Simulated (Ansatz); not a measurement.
This Tl3Te2 structure is the end of a relaxation. The cell was found from a structure generator's guess, not taken from experiment.

Level of theory: DFT PBE, scalar-relativistic, plane waves, PAW in Ansatz. Cutoff 420 eV, Γ-centred mesh, Gaussian smearing, no spin polarisation.

```cif
data_structure
_symmetry_space_group_name_H-M 'P 1'
_symmetry_Int_Tables_number 1
_cell_length_a 6.0627
_cell_length_b 6.0627
_cell_length_c 6.0627
_cell_angle_alpha 90.000
_cell_angle_beta 90.000
_cell_angle_gamma 90.000
_cell_volume 222.84
loop_
_atom_site_label
_atom_site_type_symbol
_atom_site_fract_x
_atom_site_fract_y
_atom_site_fract_z
_atom_site_occupancy
Tl1 Tl 0.50000 0.00000 0.00000 1
Tl2 Tl 0.00000 0.50000 0.00000 1
Tl3 Tl 0.00000 0.00000 0.50000 1
Te1 Te 0.50000 0.50000 0.50000 1
Te2 Te 0.00000 0.00000 0.00000 1
```

Formation energies are uncorrected and refer to the elements' standard structures at the same level.

**Question.** Find its symmetry and describe it.

**Answer.** Pm-3m (No. 221). Conventional cell: a = 6.063 Å. Tl has 2 Te at 3.03 Å, 4 Te at 4.29 Å and 8 Tl at 4.29 Å; Te on its first site is surrounded by 12 Tl at 4.29 Å (long contacts); around Te on its second site lie 6 Tl at 3.03 Å.

**Question.** What is its formation energy per atom?

**Answer.** +0.13 eV/atom. A positive value: parting into the elements would lower its energy.

**Question.** Is it a metal?

**Answer.** Yes, bands cross the Fermi level on the 6×6×6 mesh.

The last run used a 6×6×6 mesh for its 5-atom cell and Gaussian smearing of 0.10 eV. Spin–orbit coupling, which can matter for Te and Tl, is left out. An odd number of electrons in the primitive cell allows no gap without spin; a larger cell or a magnetic state could open one. The cell is a metal run without spin; a magnetic state may lie lower. The reference form of Te is held partly by dispersion forces, which this level lacks. A structure relaxed within its symmetry needn't be a true minimum.
